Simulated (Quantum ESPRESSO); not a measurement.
AlSi3NC3, input and log of a self-consistent run

Computed values, not a measurement. The program is pw.x of Quantum ESPRESSO 7.5 (plane-wave density functional theory). The cell is made up: 8 atoms on a wurtzite lattice, with randomly drawn elements, strain and displacements, not relaxed. PseudoDojo standard norm-conserving files (v0.5 for PBE, v0.4.1 for LDA and PBEsol) set the functional; there is no spin polarisation, spin-orbit coupling or dispersion term, and the masses in the input are unused placeholders.

Input:

```
&control calculation='scf', pseudo_dir='./dojo.nc.sr.pbe.v0_5.standard.upf', outdir='./o', disk_io='low', tprnfor=.true., tstress=.true. /
&system ibrav=0, nat=8, ntyp=4, nbnd=22, ecutwfc=84.00895049, nosym=.true., tot_charge=0,
 occupations='smearing', smearing='fd', degauss=0.0018374661
/
&electrons conv_thr=7.350e-09, electron_maxstep=60, /
ATOMIC_SPECIES
Al 1.0 Al.upf
C 1.0 C.upf
N 1.0 N.upf
Si 1.0 Si.upf
CELL_PARAMETERS angstrom
3.0421 0.0 0.0
0.0 5.269 0.0
0.0 0.0 4.9677
ATOMIC_POSITIONS angstrom
Al -0.0287 0.0281 0.05
Si 1.5492 2.656 0.0015
Si 1.5187 0.9088 2.4984
Si 0.0362 3.5113 2.4413
N 0.0195 0.0091 1.8894
C 1.5109 2.655 1.916
C 1.4979 0.8406 4.3474
C -0.061 3.515 4.2953
K_POINTS automatic
6 4 4 1 1 1
```

The log is shortened where brackets say so; the opening notice, blank lines, dates and the lines on written files are dropped, and the path of the files is cut. It prints rydbergs, bohrs and kilobars, and counts compression as positive stress. With no partly filled state, the Fermi energy that it prints is only some level between the filled and the empty states on the mesh, and need not lie in the true gap.

```
     Program PWSCF v.7.5
     Parallel version (MPI & OpenMP), running on       4 processor cores
     Number of MPI processes:                 4
     Threads/MPI process:                     1
     [start-up lines left out]
     bravais-lattice index     =            0
     lattice parameter (alat)  =       5.7487  a.u.
     unit-cell volume          =     537.3455 (a.u.)^3
     number of atoms/cell      =            8
     number of atomic types    =            4
     number of electrons       =        32.00
     number of Kohn-Sham states=           22
     kinetic-energy cutoff     =      84.0090  Ry
     charge density cutoff     =     336.0358  Ry
     scf convergence threshold =      7.3E-09
     mixing beta               =       0.7000
     number of iterations used =            8  plain     mixing
     Exchange-correlation= PBE
                           (   1   4   3   4   0   0   0)
     [axes and pseudopotential details left out]
   Cartesian axes
     site n.     atom                  positions (alat units)
         1        Al     tau(   1) = (  -0.0094343   0.0092370   0.0164360  )
         2        Si     tau(   2) = (   0.5092535   0.8730811   0.0004931  )
         3        Si     tau(   3) = (   0.4992275   0.2987410   0.8212748  )
         4        Si     tau(   4) = (   0.0118997   1.1542356   0.8025048  )
         5        N      tau(   5) = (   0.0064100   0.0029914   0.6210841  )
         6        C      tau(   6) = (   0.4966635   0.8727524   0.6298281  )
         7        C      tau(   7) = (   0.4923901   0.2763223   1.4290786  )
         8        C      tau(   8) = (  -0.0200519   1.1554518   1.4119523  )
     number of k points=    48  Fermi-Dirac smearing, width (Ry)=  0.0018
                       cart. coord. in units 2pi/alat
        k(    1) = (   0.0833333   0.0721698   0.0765470), wk =   0.0416667
        k(    2) = (   0.0833333   0.0721698   0.2296410), wk =   0.0416667
     [further k points left out]
     Dense  grid:    55797 G-vectors     FFT dimensions: (  36,  60,  60)
     Estimated max dynamical RAM per process >      94.18 MB
     Estimated total dynamical RAM >     335.85 MB
     Initial potential from superposition of free atoms
     starting charge      31.9956, renormalised to      32.0000
     Starting wfcs are   32 randomized atomic wfcs
     total cpu time spent up to now is        2.7 secs
     per-process dynamical memory:    71.4 Mb
     Self-consistent Calculation
     iteration #  1     ecut=    84.01 Ry     beta= 0.70
     Davidson diagonalization with overlap
     ethr =  1.00E-02,  avg # of iterations =  3.3
     total cpu time spent up to now is        5.1 secs
     total energy              =     -86.21797254 Ry
     estimated scf accuracy    <       2.16035798 Ry
     iteration #  2     ecut=    84.01 Ry     beta= 0.70
     Davidson diagonalization with overlap
     ethr =  6.75E-03,  avg # of iterations =  2.1
     total cpu time spent up to now is        7.2 secs
     total energy              =     -86.74626922 Ry
     estimated scf accuracy    <       1.20262349 Ry
     iteration #  3     ecut=    84.01 Ry     beta= 0.70
     Davidson diagonalization with overlap
     ethr =  3.76E-03,  avg # of iterations =  2.0
     total cpu time spent up to now is        9.7 secs
     total energy              =     -87.01512617 Ry
     estimated scf accuracy    <       0.10135803 Ry
     iteration #  4     ecut=    84.01 Ry     beta= 0.70
     Davidson diagonalization with overlap
     ethr =  3.17E-04,  avg # of iterations =  5.3
     total cpu time spent up to now is       12.6 secs
     total energy              =     -87.02840027 Ry
     estimated scf accuracy    <       0.01080396 Ry
     iteration #  5     ecut=    84.01 Ry     beta= 0.70
     Davidson diagonalization with overlap
     ethr =  3.38E-05,  avg # of iterations =  9.0
     total cpu time spent up to now is       16.7 secs
     total energy              =     -87.03146340 Ry
     estimated scf accuracy    <       0.00137908 Ry
     [iterations 6 to 7 left out]
     iteration #  8     ecut=    84.01 Ry     beta= 0.70
     Davidson diagonalization with overlap
     ethr =  1.69E-07,  avg # of iterations =  2.6
     total cpu time spent up to now is       25.9 secs
     total energy              =     -87.03159650 Ry
     estimated scf accuracy    <       0.00000550 Ry
     iteration #  9     ecut=    84.01 Ry     beta= 0.70
     Davidson diagonalization with overlap
     ethr =  1.72E-08,  avg # of iterations =  3.5
     total cpu time spent up to now is       29.1 secs
     total energy              =     -87.03159796 Ry
     estimated scf accuracy    <       0.00000241 Ry
     iteration # 10     ecut=    84.01 Ry     beta= 0.70
     Davidson diagonalization with overlap
     ethr =  7.54E-09,  avg # of iterations =  2.0
     total cpu time spent up to now is       31.7 secs
     total energy              =     -87.03159817 Ry
     estimated scf accuracy    <       0.00000034 Ry
     iteration # 11     ecut=    84.01 Ry     beta= 0.70
     Davidson diagonalization with overlap
     ethr =  1.07E-09,  avg # of iterations =  2.4
     total cpu time spent up to now is       34.6 secs
     total energy              =     -87.03159824 Ry
     estimated scf accuracy    <       0.00000004 Ry
     iteration # 12     ecut=    84.01 Ry     beta= 0.70
     Davidson diagonalization with overlap
     ethr =  1.17E-10,  avg # of iterations =  2.2
     total cpu time spent up to now is       37.5 secs
     End of self-consistent calculation
          k = 0.0833 0.0722 0.0765 (  6990 PWs)   bands (ev):
    -7.7467  -4.3220  -1.8772  -0.8265   1.4622   1.7396   3.8842   4.5018
     5.1912   6.3858   6.8205   7.1696   8.8339   8.9996  10.1383  10.7478
    12.5327  14.0068  14.2179  16.0672  16.9318  17.1236
     [levels at the other k points left out]
     the Fermi energy is    11.5150 ev
!    total energy              =     -87.03159825 Ry
     estimated scf accuracy    <          1.3E-09 Ry
     smearing contrib. (-TS)   =      -0.00000000 Ry
     internal energy E=F+TS    =     -87.03159825 Ry
     The total energy is F=E-TS. E is the sum of the following terms:
     one-electron contribution =      16.81546209 Ry
     hartree contribution      =      12.72916194 Ry
     xc contribution           =     -31.38163865 Ry
     ewald contribution        =     -85.19458364 Ry
     convergence has been achieved in  12 iterations
     Forces acting on atoms (cartesian axes, Ry/au):
     atom    1 type  1   force =     0.00829708   -0.02779074   -0.07137898
     atom    2 type  4   force =    -0.06275712   -0.04140663   -0.07717224
     atom    3 type  4   force =     0.00495364   -0.02238596    0.09571856
     atom    4 type  4   force =    -0.05028380    0.02441516    0.10067570
     atom    5 type  3   force =    -0.00777138    0.00211280    0.04534948
     atom    6 type  2   force =     0.04375172   -0.00837123   -0.08498313
     atom    7 type  2   force =    -0.00080995    0.10675259   -0.03516271
     atom    8 type  2   force =     0.06461982   -0.03332598    0.02695331
     Total force =     0.265455     Total SCF correction =     0.000087
     Computing stress (Cartesian axis) and pressure
          total   stress  (Ry/bohr**3)                   (kbar)     P=      147.67
   0.00134487   0.00004713  -0.00008920          197.84        6.93      -13.12
   0.00004713   0.00091162  -0.00008689            6.93      134.10      -12.78
  -0.00008920  -0.00008689   0.00075498          -13.12      -12.78      111.06
     init_run     :      1.97s CPU      2.03s WALL (       1 calls)
     electrons    :     34.60s CPU     34.74s WALL (       1 calls)
     forces       :      0.60s CPU      0.60s WALL (       1 calls)
     stress       :      2.17s CPU      2.17s WALL (       1 calls)
     [timing details left out]
     PWSCF        :     40.05s CPU     40.30s WALL
     JOB DONE.
```

In other units: free energy -1184.125 eV for the cell, pressure 14.77 GPa, largest force component 2.745 eV/Å. A rerun of a related cell, with the same atoms placed differently, at 1437 eV and a 8 x 6 x 6 mesh moved values by no more than 0.003 eV in energy, 0.09 GPa in stress and 0.005 eV/Å in force.